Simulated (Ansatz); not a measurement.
The relaxed structure here is a generated cell of TiSi2: the first start was made by placing the elements on the sites of a structure type, and the end was not matched to a known phase here, so it may be hypothetical. Known forms of TiSi2 include space group No. 63, 70.

One stationary structure of TiSi$_{2}$. Space group Pnma (No. 62). Computed with PBE (plane waves to 420 eV, PAW, scalar-relativistic; Ansatz, an electronic-structure program).

```xyz
12
Lattice="5.7973 0.0000 0.0000 0.0000 3.5387 0.0000 0.0000 0.0000 8.5414" Properties=species:S:1:pos:R:3 pbc="T T T"
Ti     3.8725     0.8847     5.3269
Ti     0.9738     0.8847     7.4853
Ti     1.9248     2.6540     3.2145
Ti     4.8235     2.6540     1.0562
Si     3.6476     0.8847     7.9912
Si     0.7489     0.8847     4.8209
Si     2.1497     2.6540     0.5502
Si     5.0484     2.6540     3.7205
Si     3.7624     0.8847     2.6452
Si     0.8638     0.8847     1.6255
Si     2.0349     2.6540     5.8963
Si     4.9336     2.6540     6.9159
```

For TiSi2, the volume per atom is 14.60 Å³ and the density is 3.94 g/cm³. The band gap comes out as no gap (metallic), the shortest distances comes out as Si–Si 2.44 Å; Si–Ti 2.60 Å; Ti–Ti 3.37 Å and the k-mesh comes out as 7×11×5.

Band energies at high-symmetry points (eV from the Fermi level; labels of this space group; no spin-orbit coupling), from −5 eV up to 1.8 eV:

```
point                                                                                                                                 energies
-----  ---------------------------------------------------------------------------------------------------------------------------------------
Γ           -4.09 -3.45 -2.74 -2.41 -2.40 -2.33 -2.31 -2.23 -1.58 -1.28 -1.23 -0.75 -0.50 -0.20 -0.19 -0.01 0.21 0.79 0.86 0.93 1.09 1.47 1.47
X        -3.90 -3.90 -2.83 -2.83 -2.73 -2.73 -2.18 -2.18 -1.82 -1.82 -1.40 -1.40 -1.13 -1.13 0.18 0.18 0.27 0.27 0.62 0.62 1.31 1.31 1.62 1.62
S                                                  -2.76 -2.76 -2.76 -2.76 -2.18 -2.18 -2.18 -2.18 -1.90 -1.90 -1.90 -1.90 1.55 1.55 1.55 1.55
Y                              -4.31 -4.31 -3.64 -3.64 -3.34 -3.34 -3.12 -3.12 -2.35 -2.35 -1.45 -1.45 0.05 0.05 0.68 0.68 0.87 0.87 1.44 1.44
Z      -4.14 -4.14 -4.08 -4.08 -2.49 -2.49 -2.12 -2.12 -1.72 -1.72 -1.22 -1.22 -0.80 -0.80 -0.33 -0.33 0.43 0.43 0.66 0.66 1.52 1.52 1.75 1.75
U      -3.64 -3.64 -2.81 -2.81 -2.44 -2.44 -2.07 -2.07 -1.87 -1.87 -1.48 -1.48 -0.81 -0.81 -0.24 -0.24 0.40 0.40 0.64 0.64 0.94 0.94 1.74 1.74
R                          -4.85 -4.85 -4.85 -4.85 -3.64 -3.64 -3.64 -3.64 -2.04 -2.04 -2.04 -2.04 -1.55 -1.55 -1.55 -1.55 0.81 0.81 0.81 0.81
T                                      -4.51 -4.51 -3.38 -3.38 -3.11 -3.11 -2.52 -2.52 -2.46 -2.46 -1.99 -1.99 -0.88 -0.88 0.59 0.59 1.07 1.07
```

No spin polarisation in the result.

The run could not lose the symmetry of its start, so the end can be a saddle point.
